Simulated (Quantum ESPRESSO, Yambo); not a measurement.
Ta2O5 (space group P2/m, No. 10). The geometry is that of Materials Project entry mp-1238961, symmetrised and not relaxed again. Chain: LDA (Quantum ESPRESSO, PseudoDojo norm-conserving, 84 Ry, without SOC); G0W0 in Yambo (4×4×2 Γ-centred k mesh, bands 3 to 189 and a 8 Ry block in the screening, 189 bands in G with the Bruneval-Gonze terminator, plasmon pole fitted at 27.2 eV); BSE (6×6×4 mesh, 14 valence and 7 conduction bands, static screening with 64 bands and a 3 Ry block, scissor 1.70 eV, Tamm-Dancoff).

The LDA gap (dense path) is 2.13 eV and the LDA gap (-0.5, -0.5, -0.5) → (0, 0, -0.5) on the GW mesh is 2.13 eV. The LDA smallest direct gap on the GW mesh, at Γ comes out as 2.80 eV and the G0W0 direct gap at that point comes out as 4.50 eV. The G0W0 correction to the gap (-0.5, -0.5, -0.5) → (0, 0, -0.5) is 1.67 eV and the lowest exciton is no binding energy given (see below).

Rough cost of the Yambo steps against G0W0 for 14 states: BSE within a factor of two.

Nearest settings tried, and what they do to the gap: 124 bands in W, 124 bands in G: +53 meV; 7 Ry block (205 vectors against 259): -28 meV. Not varied: mesh. So the settings aren't converged at that level. The BSE states are vertical excitations (zero momentum); the indirect quasiparticle gap, about 3.80 eV, is smaller than the direct one (4.50 eV on the GW mesh). The lowest state covers only about 4 of the 144 k points, so the mesh doesn't resolve it: its energy and its distance from the direct gap are mesh artefacts. An extended exciton needs a far denser mesh. Axes are Cartesian, with cell vectors (Å) (3.84, 0.00, 0.00), (0.00, 3.86, 0.00), (-1.82, 0.00, 6.53).

Spin-orbit coupling is left out, which matters for elements this heavy: edges can move by tenths of an eV.

The structure is a Materials Project entry; no match was found in the copy of COD used, and its stability was not checked.
